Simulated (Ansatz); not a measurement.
Input and command of a plane-wave DFT calculation in Ansatz:

```yaml
crystal:
  lattice:
    - [6.89082304, 0.0, 0.0]
    - [0.0, 6.89082304, 0.0]
    - [0.0, 0.0, 6.89082304]
  atoms:
    - { symbol: Zn, position: [0.2518095755, 0.2516215576, 0.2477687876] }
    - { symbol: Zn, position: [0.7480640437, 0.2524662209, 0.2482126627] }
    - { symbol: Zn, position: [0.2495978437, 0.2446199097, 0.7426774211] }
    - { symbol: Zn, position: [0.7506644516, 0.7504185866, 0.2488893383] }
    - { symbol: Zn, position: [0.7491413182, 0.2513669913, 0.7530311171] }
    - { symbol: Ru, position: [0.5020620475, 0.9992510577, 0.4990165606] }
    - { symbol: Ru, position: [0.253386576, 0.7488851798, 0.2481422732] }
    - { symbol: Ru, position: [0.2490498959, 0.7498407208, 0.7480366522] }
    - { symbol: Ru, position: [0.7495254765, 0.7523995574, 0.749045526] }
    - { symbol: Sn, position: [0.0018250691, 0.0009613087, 0.9944354863] }
    - { symbol: Sn, position: [0.5022743474, 0.9931383843, 0.0026650887] }
    - { symbol: Sn, position: [0.9943905244, 0.4967023885, 0.9977364263] }
    - { symbol: Sn, position: [0.0025348951, 0.9981827283, 0.5012413289] }
    - { symbol: Sn, position: [0.5024152863, 0.5014075999, 0.0031903195] }
    - { symbol: Sn, position: [0.9994215009, 0.5045437941, 0.4983008717] }
    - { symbol: Sn, position: [0.5009152686, 0.5000603196, 0.499988088] }
  symmetry: { detect: false }
basis:
  ecutwfc: 420
kpoints:
  mp_grid: { grid: [2, 2, 2], shift: [0.5, 0.5, 0.5] }
hamiltonian:
  xc: pbesol
scf:
  occupations: { method: gaussian, width: 0.1 }
  lower_state_search: "off"
output:
  forces: true
  stress: true
  eigenvalues: true
relax:
  adjacent_minimum: "off"
  f_tol: 0.04
  max_steps: 50
  cell: { stress_tol: 0.3 }
```

```bash
ansatz run input.yaml --threads 4 --pin off --max-ram 9216MiB --backend cpu --events-out ev --progress --plain --runs-dir out
```

Processor: AMD EPYC 9R45 96-Core Processor (Zen 5), 4 threads, on a host shared with other jobs.

Problem. How long does it run, and how much memory does it take?

Solution. About 40 s on 4 threads of AMD EPYC 9R45 96-Core Processor (Zen 5), on a shared host, peak memory 1.2 GiB. It solves 134 bands at 4 k points (the mesh reduced by symmetry) with about 5767 plane waves (on the last cell), in 109 SCF iterations over 15 ionic steps.
